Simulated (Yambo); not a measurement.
A G0W0@PBEsol run in Yambo for AlO2H (space group Pmn2_1, No. 31) (4×4×4 Γ-centred k mesh, 112 bands and a 8 Ry block in the screening, 112 bands in G with the Bruneval-Gonze terminator, plasmon pole fitted at 27.2 eV) gives these matrix elements, in eV, at the band edges (Γ → Γ):

```json
[
 {"state": "valence edge", "E0": "0.000", "<Vxc>": "-20.174", "<Σx>": "-25.707", "<Σc(E0)>": "3.949", "Z": "0.815"},
 {"state": "conduction edge", "E0": "5.601", "<Vxc>": "-13.743", "<Σx>": "-8.855", "<Σc(E0)>": "-3.647", "Z": "0.854"}
]
```

Problem. Solve the linearised quasiparticle equation for both states, give the gap, and say how exchange and correlation each act on it.

Solution. E = E0 + Z(Σx + Σc − Vxc). Valence: 0.000 + 0.815 × (-25.707 + (3.949) − (-20.174)) = -1.29 eV. Conduction: 5.601 + 0.854 × (-8.855 + (-3.647) − (-13.743)) = 6.66 eV. The gap is 7.95 eV, against 5.60 eV in PBEsol. Replacing Vxc by bare exchange alone would open it by 10.42 eV; correlation takes back 7.60 eV of that, and Z scales what is left. Convergence of the G0W0 settings was not tested. 

Geometry of the Materials Project entry, not relaxed at this level; primitive cell a = 2.8615 Å, b = 4.2635 Å, c = 4.7700 Å, α = β = γ = 90.00°.
